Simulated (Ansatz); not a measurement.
**Ba (fcc): energy against volume**

The calculation used DFT, r2SCAN, plane waves (500 eV) with PAW, scalar-relativistic in Ansatz. (PAW data from PBE, frozen cores regenerated.)

The cell is scaled uniformly from the relaxed one, with fractional coordinates and shape fixed. Energies are extrapolated to zero smearing, pressures are those at the given smearing. Magnetic state: spin not included.

A Birch-Murnaghan fit gives V₀ = 67.24 Å³/atom, B₀ = 7.6 GPa, B₀′ = 1.6.

(1) What are the energy above the minimum and the pressure at 61.611 Å³/atom?

(2) What are the energy above the minimum and the pressure at 69.647 Å³/atom?

(3) What are the energy above the minimum and the pressure at 72.326 Å³/atom?

Results:

(1) 12.0 meV/atom and 0.72 GPa as computed.

(2) 2.0 meV/atom and -0.25 GPa as computed.

(3) 8.5 meV/atom and -0.50 GPa as computed.
